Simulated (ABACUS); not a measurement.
Input and output of a self-consistent single point for Au (P-1, 2 atoms in the cell; from Materials Project mp-1238808, changed as shown) (ABACUS).

Method: LDA (PW92), PseudoDojo 0.4 standard norm-conserving LDA (tails mended) pseudopotentials (plane waves; ABACUS 3.10.1).

The change in words: atom 1 moved by +0.08 angstrom along y. Reference geometry (P-1):
```
CELL_PARAMETERS angstrom
      2.78480     0.00000     0.00000
     -0.01281     2.78944     0.00000
     -1.12549    -1.17249     4.87035
ATOMIC_POSITIONS crystal
  Au 0.32714 0.33404 0.72594
  Au 0.67286 0.66596 0.27406
```

Reference input (self-consistent single point, DFT, LDA (PW92), plane waves, PseudoDojo 0.4 standard norm-conserving LDA (tails mended) pseudopotentials): KPT = Gamma 6 6 4 0 0 0; basis_type = pw; dft_functional = PWLDA; ecutwfc = 76 Ry; smearing_method = mv; smearing_sigma = 0.00734986 Ry; potentials = PseudoDojo 0.4 standard norm-conserving LDA (tails mended); symmetry = 1; symmetry_prec = 1e-05; ks_solver = dav; scf_nmax = 100; scf_thr = 1.0e-09 Ry. This run's input differs from it in these lines:

```diff
@@ -38,3 +38,3 @@
 2
-   0.0896990222    0.0806278729    3.5355789752
+   0.0896991104    0.1606290121    3.5355789752
    1.5567949778    1.5363231271    1.3347670248
```

Output, abridged:

```
 SELF-CONSISTENT
 -------------------------------------------
                                 init_chg = atomic

 PW ALGORITHM --------------- ION=   1  ELEC=   1--------------------------------

 Notice: Threshold on eigenvalues was too large.

 Density error is 0.156141525257
                          Error Threshold = 0.000408433229213
 E_KohnSham     -590.1383873124      -8029.2446759789
 E_Fermi        1.3361138752         18.1787618795

 PW ALGORITHM --------------- ION=   1  ELEC=   2--------------------------------

 Density error is 0.0507265975561
                          Error Threshold = 0.000410898750675
   [... lines left out ...]

 Density error is 1.45399162028e-07
                          Error Threshold = 2.52075096233e-09
 E_KohnSham     -590.1953400436      -8030.0195576411
 E_Fermi        1.2888717364         17.5359996065

 PW ALGORITHM --------------- ION=   1  ELEC=   7--------------------------------

 Density error is 7.02876749674e-10
                          Error Threshold = 3.82629373758e-10
 E_KohnSham     -590.1953400686      -8030.0195579808
 E_KS(sigma->0) -590.1953553837      -8030.0197663538
 E_entropy(-TS) 0.0000306303         0.0004167460
 E_Fermi        1.2888891815         17.5362369585
 charge density convergence is achieved
 final etot is -8030.019558 eV
 EFERMI = 17.536236959 eV

 STATE ENERGY(eV) AND OCCUPATIONS    NSPIN == 1
   [... 26 lines left out ...]

 TOTAL-FORCE (eV/Angstrom)
                       Au1        -0.0216438545        -0.0304650803        -0.1216160625
                       Au2         0.0216438545         0.0304650803         0.1216160625

 TOTAL-STRESS (KBAR)
      -111.2897974342         1.5219998589         8.8806076287
         1.5219998589      -120.0970552516         3.0415561518
         8.8806076287         3.0415561518       -51.3269833097
 TOTAL-PRESSURE: -94.237945 KBAR

 --------------------------------------------
 !FINAL_ETOT_IS -8030.0195579808441835 eV
 --------------------------------------------
```

The run converged in 7 iterations. Against the reference run the free energy stays essentially unchanged (within 1 meV/atom), the pressure goes from -9.57 to -9.42 GPa and the largest force goes from 0.078 to 0.127 eV/Å.

The structure comes from a collection of computed structures, made at another level of theory; the collection holds predicted forms beside known ones. Its lattice was then scaled. No clean gap shows at this smearing width and mesh (spacing up to 0.39 Å⁻¹); the mesh is coarse for partly filled bands, so the values carry mesh errors.

Cost on one core: about 40 core-seconds (a rough figure).

“Tails mended”: in these copies of the files the far tail of each local potential was reset to the Coulomb form.
